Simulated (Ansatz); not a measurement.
Bulk crystal (TiAl) after relaxation:

```cif
data_structure
_symmetry_space_group_name_H-M 'P4/mmm'
_symmetry_Int_Tables_number 123
_cell_length_a 2.8106
_cell_length_b 2.8106
_cell_length_c 4.0650
_cell_angle_alpha 90.000
_cell_angle_beta 90.000
_cell_angle_gamma 90.000
_cell_volume 32.11
loop_
_atom_site_label
_atom_site_type_symbol
_atom_site_symmetry_multiplicity
_atom_site_Wyckoff_symbol
_atom_site_fract_x
_atom_site_fract_y
_atom_site_fract_z
_atom_site_occupancy
Ti1 Ti 1 a 0.00000 0.00000 0.00000 1
Al1 Al 1 d 0.50000 0.50000 0.50000 1
```

Miller indices refer to the conventional cell of P4/mmm (No. 123), a = 2.811 Å, b = 2.811 Å, c = 4.065 Å, α = 90.00°, β = 90.00°, γ = 90.00°.

The (101) slab of 5 planes, 9.2 Å thick with 15 Å of vacuum as cut; outer planes TiAl (top) and TiAl (bottom).

Theory: DFT r2SCAN, scalar-relativistic, plane waves, PAW (Ansatz). Plane waves to 500 eV, a k mesh through Γ of 12×7×1 on the computed 10-atom cell and Gaussian smearing (0.10 eV); no spin polarisation. A dipole correction removes the field between periodic images along c.

Results for the relaxed slab:

```json
{"Surface energy (mean of both faces)": "1.88 J/m²", "Work function": "4.34 eV"}
```

Relaxation lowers the energy by 0.024 J/m² a face; the largest move is 0.088 Å.

| plane (bottom to top) | atoms | spacing to next, bulk (Å) | relaxed (Å) | change (%) | rumpling (Å) |
| --- | --- | --- | --- | --- | --- |
| 1 | TiAl | 2.312 | 2.300 | -0.5 | 0.119 |
| 2 | TiAl | 2.312 | 2.308 | -0.2 | 0.014 |
| 3 | TiAl | 2.312 | 2.308 | -0.2 | 0.000 |
| 4 | TiAl | 2.312 | 2.300 | -0.5 | 0.014 |
| 5 | TiAl |  |  |  | 0.119 |